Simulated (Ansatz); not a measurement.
**CrO2**

The computed numbers are results of r²SCAN, scalar-relativistic (collinear spin) in the plane-wave PAW code Ansatz at 500 eV, 6×6×10 k-mesh, Gaussian smearing of 0.05 eV; PAW files: Ansatz's generated set soft_2.

```
Cr O
1.0
     4.40308    0.00000    0.00000
     0.00000    4.40308    0.00000
     0.00000    0.00000    2.91285
Cr O
2 4
Direct
  0.00000 0.00000 0.00000
  0.50000 0.50000 0.50000
  0.30275 0.30275 0.00000
  0.19725 0.80275 0.50000
  0.69725 0.69725 0.00000
  0.80275 0.19725 0.50000
```

The chain of runs began from a cell as deposited in COD, expanded in volume.

Magnetic state: ferromagnetic, site spin moments Cr 1.83; O -0.11 μB.

The cell has space group P4_2/mnm (read at 0.01 Å). In it the stress is -0.02, -0.02, -0.03, 0.00, 0.00, 0.00 GPa and the largest force component 0.000 eV/Å. Each change below starts from this cell, without further relaxation. Stress is in GPa, positive in compression, in the order xx, yy, zz, yz, xz, xy; energies are counted from the cell above and are free energies with the smearing's entropy, which match forces and stress in a metal.

Problem. One atom was moved along a Cartesian axis, and these forces appeared. Which atom, and about how far?
```tsv
atom	Fx (eV/Å)	Fy	Fz
Cr1	0.430	-0.222	0.000
Cr2	0.077	-0.007	0.000
O3	0.408	-0.032	0.000
O4	0.164	-0.238	0.000
O5	0.030	0.051	0.000
O6	-1.109	0.448	0.000
```

Solution. Atom 6 (O) is moved by 0.08 Å along x; the energy changes by 44.1 meV per cell.

Problem. What stress follows from an engineering strain of 2 % in xx, atoms carried along?

Solution. -6.95, -3.67, -3.41, 0.00, 0.00, 0.00 GPa; the energy changes by 24.9 meV per cell. Spin moments: Cr 1.86; O -0.12 μB.
```
atom  Fx (eV/Å)      Fy     Fz
 Cr1      0.000   0.000  0.000
 Cr2      0.000   0.000  0.000
  O3      0.065   0.005  0.000
  O4     -0.065   0.005  0.000
  O5     -0.065  -0.005  0.000
  O6      0.065  -0.005  0.000
```
The change of the stress over the strain gives a clamped-atom stiffness of about 347 GPa for this component, a secant value that lies under the elastic constant in tension and over it in compression, by several per cent for each per cent of strain.
In a harmonic crystal the energy would rise by V(½Cε² − σ₀ε), with σ₀ the stress of the unstrained cell, = 24.6 meV, which matches.

Problem. All atoms and the cell are disturbed at random:
```xyz
6
Lattice="4.3591 0.0129 -0.0148 0.0129 4.4119 0.0304 -0.0098 0.0201 2.9008" Properties=species:S:1:pos:R:3 pbc="T T T"
Cr    0.1111    0.0942    0.0231
Cr    2.1425    2.2605    1.2532
O     1.4889    1.2545    0.0092
O     0.8017    3.6517    1.7263
O     2.8798    3.0178   -0.1516
O     3.4915    0.8135    1.5299
```
Give the energy change, the stress and the forces.

Solution. 1916.1 meV per cell; stress 18.15, 18.72, 20.20, 8.51, 2.04, 3.71 GPa. Spin moments: Cr 1.57, 1.67; O -0.05, -0.10, -0.09, -0.07 μB.
| atom | Fx (eV/Å) | Fy | Fz |
| --- | --- | --- | --- |
| Cr1 | -2.608 | 0.655 | 3.252 |
| Cr2 | 0.999 | 0.087 | 3.123 |
| O3 | -2.447 | -0.783 | -1.486 |
| O4 | 1.965 | -3.417 | -4.505 |
| O5 | 2.451 | 1.771 | 1.279 |
| O6 | -0.359 | 1.686 | -1.664 |

The run wasn't fully tested for a lower electronic state. Site moments are of spin, integrated over atomic spheres. Compounds of this kind are often insulators, Mott or charge-transfer ones with an open 3d shell, so the metal found may come from the functional, which lacks a U or exact exchange, or from the structure.
